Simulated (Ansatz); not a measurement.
Ru:
```
Ru
1.0
    2.49066     0.00000     0.00000
    0.00000     2.49066     0.00000
    0.00000     0.00000     2.49066
Ru
1
Direct
  0.00000   0.00000   0.00000
```

Relaxed with r²SCAN. Special points in fractions of this cell's reciprocal vectors: Γ (0.000, 0.000, 0.000); X (0.000, 0.500, 0.000); M (0.500, 0.500, 0.000); R (0.500, 0.500, 0.500).

Q: List the band energies nearest the Fermi level at these points for the program Ansatz at the r²SCAN level (PAW).

A: In eV from the Fermi level; about four levels below and three above (degenerate sets whole), none deeper than 8.9 eV; … stands for higher levels left out; points with the same levels are listed once.

| k | below | above |
|---|---|---|
| Γ | -7.46 -5.80 -5.80 | … |
| X | -4.73 -1.08 -1.08 -0.14 | … |
| M | -6.50 -3.88 -0.53 -0.53 | 3.73 … |
| R | -5.08 -5.08 -5.08 | 3.91 3.91 … |

Space group Pm-3m (simple cubic). The cell is a constructed one: a structure type filled with these elements; neither database checked (COD, Materials Project) lists it. It is not the phase usual at ambient conditions (space group No. 194). The r²SCAN relaxation kept the symmetry of its start; its stability against distortions is not shown here. The run is not spin-polarised. Spin–orbit coupling is left out wherever it is not named.

Potentials: the later of the program's two PAW sets.
